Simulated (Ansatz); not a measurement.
The relaxed structure here is a generated cell of InSb: the first start was made by a random draw of sites in a space group, and the end was not matched to a known phase here, so it may be hypothetical. Known forms of InSb include space group No. 216.

A relaxed structure of InSb. Space group P4₁32 (No. 213). These are PBE (plane waves to 420 eV, PAW, scalar-relativistic; Ansatz, a first-principles code) values and carry that method's errors.

```cif
data_In4Sb4
_chemical_formula_sum 'In4 Sb4'
_space_group_name_H-M_alt 'P4132'
_space_group_IT_number 213
_space_group_name_Hall 'P 4bd 2ab 3'
_cell_length_a 8.02010
_cell_length_b 8.02010
_cell_length_c 8.02010
_cell_angle_alpha 90.000
_cell_angle_beta 90.000
_cell_angle_gamma 90.000
loop_
_atom_site_label
_atom_site_type_symbol
_atom_site_symmetry_multiplicity
_atom_site_Wyckoff_symbol
_atom_site_fract_x
_atom_site_fract_y
_atom_site_fract_z
_atom_site_occupancy
In1 In 4 b 0.87500 0.87500 0.87500 1
Sb1 Sb 4 a 0.37500 0.37500 0.37500 1
```

For InSb, the volume per atom is 64.48 Å³. The band gap is no gap on the sampled points, where the bands overlap only slightly; such a result is sensitive to mesh and level and the shortest distances comes out as In–Sb 2.84 Å. The k-mesh comes out as 6×6×6.

Band energies at high-symmetry points (eV from the Fermi level; labels of this space group; no spin-orbit coupling), from −5 eV up to 3.1 eV:

```json
[
 {"point": "Γ", "energies": "-2.16 -2.16 -2.16 -2.13 -2.13 -1.70 -0.45 -0.45 -0.45 0.18 1.56 1.56 1.56 2.39 2.39 2.39 2.89"},
 {"point": "X", "energies": "-3.84 -3.84 -2.30 -2.30 -1.88 -1.88 -0.64 -0.64 -0.24 -0.24 0.36 0.36 1.60 1.60 1.65 1.65"},
 {"point": "M", "energies": "-4.18 -4.18 -2.20 -2.20 -1.86 -1.86 -0.48 -0.48 0.05 0.05 0.63 0.63 0.63 0.63 2.02 2.02 2.90 2.90"},
 {"point": "R", "energies": "-4.84 -4.84 -4.84 -4.84 -1.71 -1.71 -1.71 -1.71 -0.69 -0.69 -0.69 -0.69 0.86 0.86 0.86 0.86 2.54 2.54 2.54 2.54"}
]
```

No spin polarisation in the result.

The run could not lose the symmetry of its start, so the end can be a saddle point.

All atoms sit on sites fixed by symmetry, so only the cell could relax.
